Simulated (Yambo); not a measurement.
Yambo run on LiBr (wurtzite, space group P6_3mc, No. 186). The wavefunctions are norm-conserving PBEsol (Quantum ESPRESSO, 74 Ry, without SOC) ones on a 3×3×2 mesh (10 occupied bands); a = 4.1347 Å, b = 4.1347 Å, c = 6.6148 Å, α = 90.00°, β = 90.00°, γ = 120.00°.

Yambo input:

```
rim_cut
gw0
dyson
el_el_corr
HF_and_locXC
ppa
em1d
RandQpts= 1000000
RandGvec= 1 Ry
EXXRLvcs= 74 Ry
VXCRLvcs= 296 Ry
Chimod= "HARTREE"
% BndsRnXp
 3 | 174 |
%
NGsBlkXp= 8 Ry
% LongDrXp
 1.0 | 1.0 | 1.0 |
%
PPAPntXp= 27.2114 eV
% GbndRnge
 1 | 58 |
%
GTermKind= "none"
DysSolver= "n"
ExtendOut
% QPkrange
 1 | 1 | 10 | 11 |
%
```

k points by index: 1 = Γ.

Resulting energies as the program prints them:

```
#    K-point    Band    Eo [eV]    E [eV]    E-Eo [eV]    Vxc [eV]    Vnlxc [eV]    Sc|Eo [eV]    Sc|E [eV]    dSc/dw|Eo [eV]    Re(Z)    Im(Z)
#
    1    10    0.000000    -1.278037    -1.278037    -12.98003    -16.67542    2.147839    2.417350    -5.737803    0.825857    -0.001249
    1    11    4.825563    5.831601    1.006037    -7.281780    -3.356969    -2.755559    -2.918773    -4.414119    0.860424    -0.001115
```
(The two width columns are left out.) Convergence of these settings isn't established.

Geometry relaxed with PBEsol.

This is not the ordinary phase of the substance; no match was found in the copy of COD used, and its stability was not checked.
